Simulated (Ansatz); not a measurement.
All numbers below come from DFT PBE, scalar-relativistic, plane waves, PAW in Ansatz 0.2.0. Settings: cutoff 420 eV, Γ-centred meshes spaced at most about 0.3 Å⁻¹, and about 0.25 Å⁻¹ or finer for metals (2π included), Gaussian smearing. No spin polarisation in the final relaxations.

These are static total energies at zero pressure.

Two relaxed structures of Sc4Ta:

A.

```xyz
5
Lattice="-3.2496 3.2496 3.2496 3.2496 -3.2496 3.2496 3.2496 3.2496 -3.2496" Properties=species:S:1:pos:R:3 pbc="T T T"
Sc    1.6248    1.6248   -1.6248
Sc    1.6248   -1.6248    1.6248
Sc   -1.6248    1.6248    1.6248
Sc    1.6248    1.6248    1.6248
Ta    0.0000    0.0000    0.0000
```

B.

```xyz
5
Lattice="5.0078 0.0000 0.0000 0.0000 5.0078 0.0000 0.0000 0.0000 5.0078" Properties=species:S:1:pos:R:3 pbc="T T T"
Sc    1.4319    1.4319    1.4319
Sc    3.5759    3.5759    1.4319
Sc    1.4319    3.5759    3.5759
Sc    3.5759    1.4319    3.5759
Ta    0.0000    0.0000    0.0000
```

Task: Which is lower in energy, and by how much?

Result: A is lower, by 196 meV/atom. A has space group Im-3m (No. 229), 27.5 Å³/atom and no gap on its mesh; B has space group P-43m (No. 215), 25.1 Å³/atom and no gap. Counting all near atoms (those within 1.25 times the shortest distance at each site; a plus sign parts nearer from farther groups), A has Sc 2+6, Ta 8 and B has Sc 1+3, Ta 4. The lower one is the more open, so pressure narrows the difference. Even the lower one lies +0.74 eV/atom against the reference forms of the elements (uncorrected), so neither is stable at this level. In A, around Sc lie 2 Ta at 2.81 Å and 6 Sc at 3.25 Å; Ta has 8 Sc at 2.81 Å. In B, Sc is surrounded by 1 Ta at 2.48 Å, 3 Sc at 3.03 Å and 6 Sc at 3.58 Å; Ta has 4 Sc at 2.48 Å. Both come from invented guesses.

Spin–orbit coupling, which can matter for Ta, is left out. A magnetic state wasn't ruled out in cells without spin, among them P-43m. Cells relaxed within their symmetry can be saddle points.
